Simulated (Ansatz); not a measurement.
A plane-wave DFT run in Ansatz 0.2.0 (scalar-relativistic PAW potentials unless the input names others): input and command.

```yaml
crystal:
  lattice:
    - [-5.603381592, 5.603381592, -5.603381592]
    - [5.603381592, -5.603381592, -5.603381592]
    - [-5.603381592, -5.603381592, 5.603381592]
  atoms:
    - { symbol: Ga, position: [0.25, 0.75, 0.0] }
    - { symbol: Ga, position: [0.0, 0.75, 0.25] }
    - { symbol: Ga, position: [0.75, 0.75, 0.5] }
    - { symbol: Ga, position: [0.5, 0.5, 0.0] }
    - { symbol: Ga, position: [0.5, 0.75, 0.75] }
    - { symbol: Ga, position: [0.25, 0.5, 0.25] }
    - { symbol: Ga, position: [0.0, 0.5, 0.5] }
    - { symbol: Ga, position: [0.75, 0.25, 0.0] }
    - { symbol: Ga, position: [0.75, 0.5, 0.75] }
    - { symbol: Ga, position: [0.5, 0.25, 0.25] }
    - { symbol: Ga, position: [0.25, 0.25, 0.5] }
    - { symbol: Ga, position: [0.0, 0.0, 0.0] }
    - { symbol: Ga, position: [0.0, 0.25, 0.75] }
    - { symbol: Ga, position: [0.75, 0.0, 0.25] }
    - { symbol: Ga, position: [0.5, 0.0, 0.5] }
    - { symbol: Ga, position: [0.25, 0.0, 0.75] }
    - { symbol: As, position: [0.5, 0.0, 0.25] }
    - { symbol: As, position: [0.25, 1.0, 0.5] }
    - { symbol: As, position: [1.0, 1.0, 0.75] }
    - { symbol: As, position: [0.75, 0.75, 0.25] }
    - { symbol: As, position: [0.75, 1.0, 1.0] }
    - { symbol: As, position: [0.5, 0.75, 0.5] }
    - { symbol: As, position: [0.25, 0.75, 0.75] }
    - { symbol: As, position: [0.0, 0.5, 0.25] }
    - { symbol: As, position: [1.0, 0.75, 1.0] }
    - { symbol: As, position: [0.75, 0.5, 0.5] }
    - { symbol: As, position: [0.5, 0.5, 0.75] }
    - { symbol: As, position: [0.25, 0.25, 0.25] }
    - { symbol: As, position: [0.25, 0.5, 0.0] }
    - { symbol: As, position: [1.0, 0.25, 0.5] }
    - { symbol: As, position: [0.75, 0.25, 0.75] }
    - { symbol: As, position: [0.5, 0.25, 0.0] }
basis:
  ecutwfc: 420
  xc_grid: 2
kpoints:
  mp_grid: { grid: [4, 4, 4], shift: [0.5, 0.5, 0.5] }
hamiltonian:
  xc: lda
scf:
  occupations: { method: gaussian, width: 0.02 }
output:
  forces: true
  eigenvalues: true
  stress: true
total_charge: -1
```

```bash
ansatz run input.yaml --threads 4 --pin off --max-ram 8192MiB --backend cpu --events-out ev --progress --plain --runs-dir out
```

Abridged log:
```
Pseudopotentials: kind: paw
Pseudopotential: Ga, paw, valence charge 13, recommended cutoff 420 eV (normal)
Pseudopotential: As, paw, valence charge 15, recommended cutoff 420 eV (normal)
Functional definition: SPW92
Crystal: 32 atoms, lattice volume = 703.737 Å³
Basis set: ecut = 420 eV, 13811 PW (Γ), exchange–correlation on 144×144×144 points (8 copies of the dense FFT grid, shifted against one another)
Bands: 270, of which v1, the nominal top of the filled ones, is band 225 counted from 1 (224 counted from 0)
Symmetry: 384 space group operations
Space group: F-43m (ITA 216), of the structure as read, at distance tolerance 8.9e-5 Å
k-points: 6 of 64 (time reversal used)
Initial density: superposition of atomic densities (neutral atoms scaled as one to the charged cell's electrons: chi_scale 0, normalization atom), corrected by the library's trained network
Initial wavefunctions: pseudopotential atomic-orbital guess
Functional: x = slater, c = lda
SCF iter   1: F=—  HF=-135691.616412 eV  |F-HF|=—  |Δ(HF+E_count)|=         —  Δρ=1.33e-2  dr2=6.78e-1  ethr=1.77e-3  ⟨swp⟩=6.2  Hψ=6257  notcnv=0  defer=6
SCF iter   2: F=—  HF=-135691.513541 eV  |F-HF|=—  |Δ(HF+E_count)|=   1.03e-1  Δρ=8.23e-3  dr2=2.65e-1  ethr=1.51e-4  ⟨swp⟩=3.0  Hψ=3279  notcnv=0  defer=237
SCF iter   3: F=—  HF=-135691.310376 eV  |F-HF|=—  |Δ(HF+E_count)|=   2.03e-1  Δρ=2.40e-3  dr2=2.33e-2  ethr=5.90e-5  ⟨swp⟩=4.0  Hψ=2924  notcnv=0  defer=177
automatic band count: iteration 3 solves 260 bands in place of 270: the levels show a gap, and the empty bands left out lie too high to hold charge; the band table lists the bands solved (type scf.n_extra_bands for more)
SCF iter   4: F=—  HF=-135691.290776 eV  |F-HF|=—  |Δ(HF+E_count)|=   1.96e-2  Δρ=4.39e-4  dr2=1.83e-3  ethr=5.19e-6  ⟨swp⟩=2.0  Hψ=2286  notcnv=0  defer=177
SCF iter   5: F=—  HF=-135691.290225 eV  |F-HF|=—  |Δ(HF+E_count)|=   5.50e-4  Δρ=1.24e-4  dr2=9.18e-5  ethr=4.08e-7  ⟨swp⟩=2.0  Hψ=2733  notcnv=0  defer=177
SCF iter   6: F=—  HF=-135691.290227 eV  |F-HF|=—  |Δ(HF+E_count)|=   1.55e-6  Δρ=3.58e-5  dr2=1.39e-5  ethr=2.04e-8  ⟨swp⟩=2.0  Hψ=2733  notcnv=0  defer=177
SCF iter   7: F=—  HF=-135691.290227 eV  |F-HF|=—  |Δ(HF+E_count)|=   4.98e-7  Δρ=5.79e-6  dr2=4.11e-7  ethr=3.10e-9  ⟨swp⟩=2.0  Hψ=1773  notcnv=0  defer=177
SCF iter   8: F=-135691.290227 eV  HF=-135691.290227 eV  |F-HF|=2.65e-9  |Δ(HF+E_count)|=   1.10e-7  Δρ=9.03e-7  dr2=4.72e-9  ethr=2.23e-11  ⟨swp⟩=9.2  Hψ=7271  notcnv=0
SCF 1 converged in 8 iterations: F = -135691.290227 eV  dr2 = 4.72e-9
SCF converged after 8 iterations
Free energy (F): -135691.290227 eV
Harris-Foulkes:  -135691.290227 eV  (|F-HF|=2.65e-9)
Internal energy: -135691.286856 eV  (E = F + TS)
E sigma→0 (E₀):  -135691.288542 eV
Entropy (-TS):   -0.003371 eV (-0.105 meV/atom)
Fermi energy:    9.576431 eV
--- Forces (eV/Å), atoms counted from 1 ---
  atom   1  Ga     0.00000000     0.00000000     0.00000000
  atom   2  Ga     0.00000000     0.00000000     0.00000000
  atom   3  Ga     0.00000000     0.00000000     0.00000000
  atom   4  Ga     0.00000000     0.00000000     0.00000000
  atom   5  Ga     0.00000000     0.00000000     0.00000000
  atom   6  Ga     0.00000000     0.00000000     0.00000000
  atom   7  Ga     0.00000000     0.00000000     0.00000000
  atom   8  Ga     0.00000000     0.00000000     0.00000000
  atom   9  Ga     0.00000000     0.00000000     0.00000000
  atom  10  Ga     0.00000000     0.00000000     0.00000000
  atom  11  Ga     0.00000000     0.00000000     0.00000000
  atom  12  Ga     0.00000000     0.00000000     0.00000000
  atom  13  Ga     0.00000000     0.00000000     0.00000000
  atom  14  Ga     0.00000000     0.00000000     0.00000000
  atom  15  Ga     0.00000000     0.00000000     0.00000000
  atom  16  Ga     0.00000000     0.00000000     0.00000000
  atom  17  As     0.00000000     0.00000000     0.00000000
  atom  18  As     0.00000000     0.00000000     0.00000000
  atom  19  As     0.00000000     0.00000000     0.00000000
  atom  20  As     0.00000000     0.00000000     0.00000000
  atom  21  As     0.00000000     0.00000000     0.00000000
  atom  22  As     0.00000000     0.00000000     0.00000000
  atom  23  As     0.00000000     0.00000000     0.00000000
  atom  24  As     0.00000000     0.00000000     0.00000000
  atom  25  As     0.00000000     0.00000000     0.00000000
  atom  26  As     0.00000000     0.00000000     0.00000000
  atom  27  As     0.00000000     0.00000000     0.00000000
  atom  28  As     0.00000000     0.00000000     0.00000000
  atom  29  As     0.00000000     0.00000000     0.00000000
  atom  30  As     0.00000000     0.00000000     0.00000000
  atom  31  As     0.00000000     0.00000000     0.00000000
  atom  32  As     0.00000000     0.00000000     0.00000000
--- Stress (GPa, compression-positive) ---
        0.347562       0.000000       0.000000
        0.000000       0.347562       0.000000
        0.000000       0.000000       0.347562
  P = ⅓ Tr σ = 0.3476 GPa (3.476 kbar)
```

Apart from outputs and empty bands, the input differs from a reference run on usual settings in total_charge: not typed → -1. The reference, at the same geometry, gave pressure 0.01 GPa, largest force 0.000 eV/Å, gap on the mesh 1.26 eV. This run converged in 8 SCF iterations (reference: 8) with a total energy on another zero, pressure 0.35 GPa (with the neutralising background of the charged cell), largest force 0.000 eV/Å, no gap on the mesh.

The run took 40 s on 4 threads of Intel(R) Xeon(R) Processor @ 2.70GHz, with other jobs on the host, peak memory 3.6 GiB.